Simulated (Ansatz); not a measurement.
Al:
```
Al
1.0
    0.00000     3.74137     3.74137
    3.74137     0.00000     3.74137
    3.74137     3.74137     0.00000
Al
6
Cartesian
  5.61206   5.61206   5.61206
  3.74137   3.74137   3.74137
  2.80603   0.93534   2.80603
  0.93534   0.93534   0.93534
  0.93534   2.80603   2.80603
  2.80603   2.80603   0.93534
```

Relaxed with PBE. Special points in fractions of this cell's reciprocal vectors: Γ (0.000, 0.000, 0.000); X (0.500, 0.000, 0.500); U (0.625, 0.250, 0.625); K (0.375, 0.375, 0.750); L (0.500, 0.500, 0.500); W (0.500, 0.250, 0.750).

Question: List the band energies nearest the Fermi level at these points for DFT-PBE in the program Ansatz with PAW potentials.

Answer: In eV from the Fermi level; about four levels below and three above (degenerate sets whole), none deeper than 8.9 eV; points with the same levels are listed once.

```json
[
 {"k": "Γ", "below": "-0.41 -0.21 -0.21 -0.21", "above": "7.98 7.98 7.98"},
 {"k": "X", "below": "-5.65 -5.65 -5.36 -5.36", "above": "1.26 1.26 1.44 1.44"},
 {"k": "U", "below": "-2.77 -0.74 -0.40 -0.03", "above": "0.32 2.17 2.60"},
 {"k": "L", "below": "-3.63 -3.63 -3.32 -3.32 -3.13", "above": "0.58 1.20 1.20"},
 {"k": "W", "below": "-2.71 -2.71 -2.12 -2.12", "above": "1.95 1.95 2.46 2.46"}
]
```

Space group Fd-3m. The start of the workflow was typed in or built on a structure type; neither database checked (COD, Materials Project) lists it. It is not the phase usual at ambient conditions (space group No. 225). The PBE relaxation kept the symmetry of its start; its stability against distortions is not shown here.

Potentials: the earlier of the program's two PAW sets.
